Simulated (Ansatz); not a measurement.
A bilayer cut from bulk ZrS2 (CdI2 type), in the bulk's stacking and in-plane cell, with 15 Å of vacuum. The upper layer (atoms 4 to 6) slides over the lower.

```yaml
crystal:
  lattice:
    - [3.63482, 0.00000, 0.00000]
    - [1.81741, 3.14785, 0.00000]
    - [0.00000, 0.00000, 23.64054]
  atoms:
    - { symbol: S, position: [0.66667, 0.66667, 0.31655] }
    - { symbol: Zr, position: [0.00000, 0.00000, 0.37857] }
    - { symbol: S, position: [0.33333, 0.33333, 0.44043] }
    - { symbol: S, position: [0.66667, 0.66667, 0.55957] }
    - { symbol: Zr, position: [0.00000, 0.00000, 0.62143] }
    - { symbol: S, position: [0.33333, 0.33333, 0.68345] }
```

In-plane vectors a = (3.635, 0.000) Å, b = (1.817, 3.148) Å, area 11.44 Å². The shift is s times the vector a (length 3.635 Å), so s = 1 restores the start. Atoms relax along the normal only. γ = [E(shift) − E(0)] / area.

Calculation: PBE-D3(BJ) (plane waves to 420 eV, PAW, scalar-relativistic; Ansatz, an electronic-structure program). k mesh 10×10×1 (Γ-centred), Fermi-Dirac smearing 0.05 eV. Energies are extrapolated to zero smearing. ZrS2 is run without spin polarisation. ZrS2 was relaxed with its symmetry unable to fall. γ is measured from zero shift.

| s | γ (mJ/m²) |
|---|---|
| 0.000 | 0 |
| 0.083 | 9 |
| 0.167 | 30 |
| 0.250 | withheld |
| 0.333 | 72 |
| 0.417 | 84 |
| 0.500 | 87 |
| 0.583 | 84 |
| 0.667 | 72 |
| 0.750 | withheld |
| 0.833 | 30 |
| 0.917 | 9 |

Q: Fit a Fourier form (three harmonics of 1 − cos and sin) to the given rows and predict γ at s = 0.750.

A: Least squares on the 10 given rows: γ = (43.2)·[1 − cos(2πs)] + (4.9)·[1 − cos(4πs)] + (0.5)·[1 − cos(6πs)], in mJ/m²; root-mean-square residual 0.3 mJ/m². At 0.750 the fit gives 54 mJ/m²; the calculation gives 54 mJ/m², the same to the digits shown. 

(The slope of γ gives the shear force per area between the displaced halves; near zero shift its curvature is an elastic stiffness.)
